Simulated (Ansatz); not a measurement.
Generalised stacking fault of MgS (rock salt) on the {110} plane. The cell below holds the perfect crystal with the plane normal along z; tilting its third vector by the shift puts one fault into each cell, between planes 1.85 Å apart, at fixed cell height.

```
CELL_PARAMETERS angstrom
      3.69795     0.00000     0.00000
      0.00000     5.22970     0.00000
      1.84898     2.61485     5.54693
ATOMIC_POSITIONS crystal
  S  0.00000 0.00000 0.83333
  S  0.33333 0.33333 0.16667
  S  0.66667 0.66667 0.50000
  Mg 0.00000 0.50000 0.83333
  Mg 0.33333 0.83333 0.16667
  Mg 0.66667 0.16667 0.50000
```

In-plane vectors a = (3.698, 0.000) Å, b = (0.000, 5.230) Å, area 19.34 Å². The shift is s times the vector a + b (length 6.405 Å), so s = 1 restores the start. Atoms relax along the normal only. γ = [E(shift) − E(0)] / area.

The numbers are results of PBE (plane waves to 420 eV, PAW, scalar-relativistic; Ansatz, a first-principles code), not measurements. k mesh 8×8×8 (Γ-centred), Fermi-Dirac smearing 0.05 eV. Energies are extrapolated to zero smearing. Some relaxations began with atoms very close together and may have settled on another branch. As the smearing reaches across the gap at some points, the k mesh leaves noise in γ, roughly 0.02 J/m² as judged from a few cases. Faults lie only 5.5 Å apart, and holding the cell height raises γ above its relaxed value. MgS was relaxed with its symmetry unable to fall. The zero of γ is zero shift.

The scan covers s from 0.000 to 0.917 in 12 points.

**Question.** Does γ have a local minimum between the ends of the line, and at which s?

**Answer.** No computed point is one.

**Question.** At which s is γ highest?

**Answer.** s = 0.500.

**Question.** What is the highest γ among twelve even steps of s?

**Answer.** 3.79 J/m².

(The slope of γ gives the shear force per area between the displaced halves; near zero shift its curvature is an elastic stiffness.)
